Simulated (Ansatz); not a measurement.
One crystal and one scan (frozen-phonon scan) at two levels, PBE (plane waves to 420 eV, PAW, scalar-relativistic; Ansatz, a program for electronic structure) and r2SCAN (plane waves to 500 eV, PAW, scalar-relativistic; Ansatz), each from its own relaxed cell and on its own mesh. The cell shown is that of PBE.

Starting cell, Cd (hcp, Mg type):

```
Cd
1.0
    6.03185     0.00000     0.00000
   -1.50796     2.61187     0.00000
    0.00000     0.00000     5.82164
Cd
4
Direct
  0.16667   0.66667   0.75000
  0.66667   0.66667   0.75000
  0.33333   0.33333   0.25000
  0.83333   0.33333   0.25000
```

A phonon eigenvector at M = (0.5, 0.0, 0.0) is frozen into this cell: atom i moves by Q times the vector below, so Q is the largest atomic displacement, in Å. The cell is held. (q is in reciprocal vectors of the primitive cell; the cell shown is doubled to hold the pattern.)

```csv
atom,x,y,z
Cd1,0.866,0.500,0.000
Cd2,-0.866,-0.500,0.000
Cd3,0.866,0.500,0.000
Cd4,-0.866,-0.500,0.000
```

Cd was relaxed with its symmetry unable to fall. The PAW data are Ansatz's earlier set. With partly filled bands, energies and forces of such displacements shift with the k mesh and the smearing. Percentages come from the unrounded values. Both scans cover Q from -0.180 to 0.180 Å.

Results of PBE:

```
Quantity                                                                                                                                          Result
----------------------------------------------------------------------------------------  --------------------------------------------------------------
Lattice constant a (Å)                                                                                                                             3.016
Lattice constant c (Å)                                                                                                                             5.822
Relaxed volume (Å³/atom)                                                                                                                           22.93
Energy at Q = 0.180 Å (meV/cell)                                                                                                                     584
Harmonic wavenumber from the curvature (finite differences) (cm⁻¹ (negative: imaginary))                                                             141
Space group of the distorted cell                                                                                   Pmma (No. 51), lowered from P6_3/mmc
Symmetry of the curve                                                                                                      even: the same for both signs
Shape of the curve                                                                        a single well with its minimum at or next to zero displacement
```

Task: What does r2SCAN give for the same quantities?

Result: 
| quantity | r2SCAN | PBE − r2SCAN |
|---|---|---|
| Lattice constant a (Å) | 2.962 | +0.054 (+1.8 %) |
| Lattice constant c (Å) | 5.801 | +0.021 (+0.4 %) |
| Relaxed volume (Å³/atom) | 22.04 | +0.89 (+4.0 %) |
| Energy at Q = 0.180 Å (meV/cell) | 699 | -115 (-17 %) |
| Harmonic wavenumber from the curvature (finite differences) (cm⁻¹ (negative: imaginary)) | 154 | -13 (-9 %) |

PBE gives the higher value for: lattice constant a; lattice constant c; relaxed volume. PBE gives the lower value for: energy at Q = 0.180 Å; harmonic wavenumber from the curvature. Both give the same space group of the distorted cell: Pmma (No. 51), lowered from P6_3/mmc.

(For displaced atoms, the force is minus the slope of the energy, and its curvature is a force constant, which sets phonon frequencies.)
